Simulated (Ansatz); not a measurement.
# Au: zone-centre modes

These are results of DFT PBEsol, scalar-relativistic, plane waves, PAW in Ansatz, not measurements. Cutoff 420 eV, Γ-centred 22×22×14 k-points, Gaussian smearing of 0.15 eV. Spin–orbit coupling is left out, which can shift energies with elements as heavy as these. No spin polarisation.

Reference structure (relaxed at this level; this bcc form isn't the usual structure):

```xyz
2
Lattice="-1.6211 1.6211 1.6211 1.6211 -1.6211 1.6211 3.2421 3.2421 0.0000" Properties=species:S:1:pos:R:3 pbc="T T T"
Au    0.0000    0.0000    0.0000
Au    1.6211    1.6211    1.6211
```

Harmonic modes by finite displacements of 0.02 Å, without the LO–TO term. The cell doubles the primitive one, so its zone centre also holds the primitive cell's point q = (0, 0, 1/2).

At this geometry, is the structure stable against these modes?

Barely, if at all: no mode is imaginary beyond 10 cm⁻¹, but one beside the three translations lies at 9 cm⁻¹, within the noise of such a run.

List the wavenumbers in cm⁻¹.

0, 0, 0, 9, 93, 154.

Cost: 1 run of about 1 core-minutes, on AMD EPYC 9R45 (Zen 5) (shared hosts).